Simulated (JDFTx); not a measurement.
GaAs(110) slab cut from bulk GaAs (space group F-43m, indices of the conventional cell, lattice of the Materials Project entry mp-2534, not re-optimised): 8 atoms in 4 planes, a 1x1 cell of 23.38 Å² (|a| = 4.066, |b| = 5.750 Å), 6.6 Å between the outermost planes, As/Ga outermost, slab composition Ga4As4, cell height 22.1 Å, 4×4×1 k mesh, Fermi smearing 0.003 Ha, no spin polarisation. Whether this polymorph is the ambient one wasn't checked.

Method: PBE, GBRV ultrasoft potentials, plane waves to 20/100 Ha, in a modified build of JDFTx. All atoms were relaxed in vacuum, keeping the start's symmetry. The same slab in several models of one liquid. The surface is an ideal bare cut with both faces alike: no reconstruction, overlayer or explicit solvent molecules. These are Kohn-Sham edges of the slab on its k mesh, not quasiparticle energies; surface states and confinement enter them. Spin-orbit coupling is left out, which can move the edges for the heavier elements here. Edges are measured from the vacuum level or from the bulk liquid.

```tsv
medium	valence edge (eV)	conduction edge (eV)	rough core time
vacuum	-4.91	-3.81	–
CANDLE, water, 1 M NaCl	?	?	7 min
linear PCM (GLSSA13), water, 1 M NaCl	?	?	10 min
soft-sphere model, water, 1 M NaCl	-4.34	-3.28	10 min
```

Problem. Complete the blanks.

Solution. 
- CANDLE, water, 1 M NaCl, valence edge (eV): -4.53
- CANDLE, water, 1 M NaCl, conduction edge (eV): -3.38
- linear PCM (GLSSA13), water, 1 M NaCl, valence edge (eV): -4.40
- linear PCM (GLSSA13), water, 1 M NaCl, conduction edge (eV): -3.27

The times are rough (shared hosts); only ratios past two mean anything.
